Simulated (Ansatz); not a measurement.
Theory: DFT, r2SCAN, plane waves (500 eV) with PAW, scalar-relativistic (Ansatz 0.2.0). (PAW data from PBE, frozen cores regenerated.)

An element in the bcc structure gives this curve. The cell is scaled uniformly from the relaxed one, with fractional coordinates and shape fixed. Energies are extrapolated to zero smearing, pressures are those at the given smearing. Magnetic state: spin not included.

| V (Å³/atom) | E − E₀ (meV/atom) | P (GPa) |
| --- | --- | --- |
| 12.698 | 72.1 | 15.10 |
| 13.275 | 29.5 | 8.84 |
| 13.853 | 6.9 | 3.93 |
| 14.430 | 0.0 | 0.10 |
| 15.007 | 5.2 | -2.87 |
| 15.584 | 19.8 | -5.17 |
| 16.161 | 41.6 | -6.95 |

Which element is it?
A. molybdenum
B. tungsten
C. vanadium
D. zinc

D. Its fit is V₀ = 14.45 Å³/atom, B₀ = 83 GPa, B₀′ = 5.3.
